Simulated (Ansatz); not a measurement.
Input file for Ansatz (a program for electronic structure):

Ansatz 0.2 input:
```yaml
crystal:
  lattice:
    - [12.0416944796, 0.0, 0.0]
    - [0.0, 4.2091481104, 0.0]
    - [0.0, 0.0, 4.344710758]
  atoms:
    - { symbol: Pb, position: [0.8719309345, 0.25, 0.190312679] }
    - { symbol: Pb, position: [0.1280690655, 0.75, 0.809687321] }
    - { symbol: Pb, position: [0.6280690655, 0.75, 0.690312679] }
    - { symbol: Pb, position: [0.3719309345, 0.25, 0.309687321] }
    - { symbol: S, position: [0.6435779414, 0.25, 0.1179912511] }
    - { symbol: S, position: [0.3564220586, 0.75, 0.8820087489] }
    - { symbol: S, position: [0.8564220586, 0.75, 0.6179912511] }
    - { symbol: S, position: [0.1435779414, 0.25, 0.3820087489] }
kpoints:
  mp_grid: { grid: [2, 6, 6] }
hamiltonian:
  xc: r2scan
  dispersion: d4
  pseudopotentials: { azcp: { folder: ./paw }, kind: paw }
scf:
  occupations: { method: fixed }
output:
  optics: { e_range: [0.0, 15.0], de: 0.05, sigma: 0.1, bands: { spectra_wanted_up_to: 12 eV } }
```

Output (shortened):

```
output.optics: the spectra are integrated over the Brillouin zone by k·p interpolation around the k-points, where levels, occupations, output.optics.sigma and …
Pseudopotential: Pb, paw, valence charge 14
Pseudopotential: S, paw, valence charge 6
Functional definition: r2SCAN
Crystal: 8 atoms, lattice volume = 220.213 Å³
Basis set: ecut = 500 eV, 5583 PW (Γ), exchange–correlation on 360×128×128 points (64 copies of the dense FFT grid, shifted against one another)
Bands: 48, of which v1, the nominal top of the filled ones, is band 40 counted from 1 (39 counted from 0)
Symmetry: 8 space group operations
Space group: Pnma (ITA 62), of the structure as read, at distance tolerance 6.0e-5 Å
k-points: 32 of 72
SCF iter   1: F=—  HF=-51322.011161 eV  |F-HF|=—  |Δ(HF+E_count)|=         —  Δρ=3.14e-2  dr2=4.51e0  dr2_τ=1.09e-1  ethr=3.10e-3  ⟨swp⟩=5.2  Hψ=5511  notcnv=0  defer=135
preconditioner: auto → Resta (q_TF=auto, 2.305 Å⁻¹)
SCF iter   2: F=—  HF=-51321.105536 eV  |F-HF|=—  |Δ(HF+E_count)|=   9.06e-1  Δρ=1.43e-2  dr2=5.73e-1  dr2_τ=3.69e-2  ethr=3.10e-3  ⟨swp⟩=2.7  Hψ=2519  notcnv=0  defer=180
SCF iter   3: F=—  HF=-51321.158827 eV  |F-HF|=—  |Δ(HF+E_count)|=   5.33e-2  Δρ=5.42e-3  dr2=5.64e-2  dr2_τ=1.79e-3  ethr=7.16e-4  ⟨swp⟩=2.1  Hψ=1896  notcnv=0  defer=184
SCF iter   4: F=—  HF=-51321.181572 eV  |F-HF|=—  |Δ(HF+E_count)|=   2.27e-2  Δρ=7.20e-4  dr2=1.33e-3  dr2_τ=8.94e-5  ethr=7.05e-5  ⟨swp⟩=2.3  Hψ=2100  notcnv=0  defer=184
SCF iter   5: F=—  HF=-51321.181973 eV  |F-HF|=—  |Δ(HF+E_count)|=   4.01e-4  Δρ=1.54e-4  dr2=4.09e-5  dr2_τ=2.40e-6  ethr=1.66e-6  ⟨swp⟩=2.8  Hψ=2698  notcnv=0  defer=184
SCF iter   6: F=—  HF=-51321.182001 eV  |F-HF|=—  |Δ(HF+E_count)|=   2.86e-5  Δρ=3.83e-5  dr2=4.05e-6  dr2_τ=4.07e-7  ethr=5.11e-8  ⟨swp⟩=2.8  Hψ=2896  notcnv=0  defer=176
SCF iter   7: F=—  HF=-51321.182086 eV  |F-HF|=—  |Δ(HF+E_count)|=   8.46e-5  Δρ=5.02e-6  dr2=7.12e-8  dr2_τ=4.62e-9  ethr=5.06e-9  ⟨swp⟩=2.0  Hψ=2176  notcnv=0  defer=136
SCF iter   8: F=—  HF=-51321.182086 eV  |F-HF|=—  |Δ(HF+E_count)|=   5.31e-8  Δρ=1.07e-6  dr2=2.32e-9  dr2_τ=9.66e-11  ethr=8.89e-11  ⟨swp⟩=2.6  Hψ=2727  notcnv=0  defer=136
SCF iter  11: F=-51321.182086 eV  HF=-51321.182086 eV  |F-HF|=0.00e0  |Δ(HF+E_count)|=  2.18e-11  Δρ=1.18e-8  dr2=2.62e-13  dr2_τ=2.83e-14  ethr=1.00e-12  ⟨swp⟩=12.7  Hψ=6827  notcnv=0
SCF 1 converged in 11 iterations: F = -51321.182086 eV  dr2 = 2.62e-13
NSCF: frozen V_eff on 32 k-points
Optics k sum: 0 of 32 k-points
Optics k sum: 2 of 32 k-points
Optics k sum: 4 of 32 k-points
Optics k sum: 5 of 32 k-points
Optics k sum: 7 of 32 k-points
Optics k sum: 8 of 32 k-points
Optics k sum: 10 of 32 k-points
Optics k sum: 12 of 32 k-points
Optics k sum: 13 of 32 k-points
Optics k sum: 15 of 32 k-points
Optics k sum: 16 of 32 k-points
Optics k sum: 18 of 32 k-points
Optics k sum: 20 of 32 k-points
Optics k sum: 21 of 32 k-points
Optics k sum: 23 of 32 k-points
Optics k sum: 24 of 32 k-points
Optics k sum: 26 of 32 k-points
Optics k sum: 28 of 32 k-points
Optics k sum: 29 of 32 k-points
Optics k sum: 31 of 32 k-points
Optics k sum: 32 of 32 k-points
Optics k sum: 0 of 32 k-points
Optics k sum: 2 of 32 k-points
Optics k sum: 4 of 32 k-points
Optics k sum: 5 of 32 k-points
Optics k sum: 7 of 32 k-points
Optics k sum: 8 of 32 k-points
Optics k sum: 10 of 32 k-points
Optics k sum: 12 of 32 k-points
Optics k sum: 13 of 32 k-points
Optics k sum: 15 of 32 k-points
Optics k sum: 16 of 32 k-points
Optics k sum: 18 of 32 k-points
Optics k sum: 20 of 32 k-points
Optics k sum: 21 of 32 k-points
Optics k sum: 23 of 32 k-points
Optics k sum: 24 of 32 k-points
Optics k sum: 26 of 32 k-points
Optics k sum: 28 of 32 k-points
Optics k sum: 29 of 32 k-points
Optics k sum: 31 of 32 k-points
Optics k sum: 32 of 32 k-points
output.optics: what the bands over the 100 summed would add to eps1, eps2 and the energy-loss function is held between a lower and an upper bound (8 Lanczos …
SCF converged after 11 iterations
Free energy (F): -51321.182086 eV
Harris-Foulkes:  -51321.182086 eV  (|F-HF|=0.00e0)
Internal energy: -51321.182086 eV  (E = F + TS)
E sigma→0 (E₀):  -51321.182086 eV
Fermi energy:    6.986122 eV
--- Per-component energies (eV) ---
  E_band       = -312.658877
  E_kinetic    = 1585.131877
  E_local      = -5006.349541  (includes V_loc(G=0)·N_el)
  E_nonlocal   = 1359.537301
  E_hartree    = 1893.028945
  E_xc         = -1112.680794
  E_vxc        = -963.706826  (∫ρ·V_xc dr)
  E_paw        = -44140.531890  (= ΣΔE_a)
  E_vpaw       = -1133.684168  (= ΣTr[D̂ρ^β])
  E_aug_tail   = -0.000038  (compensation charges beyond the density's cutoff)
  E_vtau       = 60.354657  (kinetic-family band-sum trace: ∫τ·v_τ [+ j·A + Jᵃ·Aᵃ] dr)
  E_ewald      = -5901.682408
  E_disp       = -1.057677  (pairwise vdW)
  E_core_change = 3.422141  (= ΣΔE_core)
  E_smearing   =  0.000000  (= −TS)
  E_closure    = 0.000000  (closes the sum)
  Σ components = -51321.182086   (vs F -51321.182086, Δ=0.00e0)
  [band-id]    e_kinetic+e_local+e_nonlocal+2·e_hartree+e_vxc+e_vpaw+e_augmentation_tail+e_vtau = -312.658850   (vs E_band -312.658877, Δ=2.70e-5)
--- Band table (eV; the first three rows and the last of 32) ---
  k-point 0: bands = ["-9.9202", "-9.8750", "-9.8019", "-9.8015", "-9.7960", "-9.7853", "-9.7823", "-9.7811", "-9.7772", "-9.7738", "-9.7723", "-9.7695", "-9.7570", "-9.7549", "-9.7544", "-9.7505", "-9.7453", "-9.7414", "-9.7221", "-9.7186", "-6.3606", …
  k-point 1: bands = ["-9.9056", "-9.8650", "-9.8027", "-9.7942", "-9.7893", "-9.7882", "-9.7835", "-9.7817", "-9.7775", "-9.7773", "-9.7730", "-9.7667", "-9.7653", "-9.7590", "-9.7546", "-9.7444", "-9.7426", "-9.7426", "-9.7281", "-9.7207", "-6.2212", …
  k-point 2: bands = ["-9.8707", "-9.8432", "-9.8086", "-9.8031", "-9.7936", "-9.7933", "-9.7864", "-9.7819", "-9.7771", "-9.7736", "-9.7727", "-9.7694", "-9.7577", "-9.7572", "-9.7482", "-9.7478", "-9.7423", "-9.7375", "-9.7353", "-9.7255", "-5.8439", …
  k-point 31: bands = ["-9.9070", "-9.9070", "-9.9070", "-9.9070", "-9.7874", "-9.7874", "-9.7874", "-9.7874", "-9.7599", "-9.7599", "-9.7599", "-9.7599", "-9.7308", "-9.7308", "-9.7308", "-9.7308", "-9.7292", "-9.7292", "-9.7292", "-9.7292", "-4.7625", …
```

Cost: very roughly 3 core-minutes on shared cores.

The workflow started from a Materials Project entry (that database holds measured and hypothetical structures alike); the Crystallography Open Database copy checked does not list it. It is not the phase usual at ambient conditions (space group No. 225). Symmetry was held in the r²SCAN+D4 relaxation; of distortions, only those at the zone centre were tested. Scalar-relativistic: spin–orbit coupling is off unless named, which matters more the heavier the elements.

Potentials: the earlier of the program's two PAW sets.

Ansatz is a plane-wave DFT program.
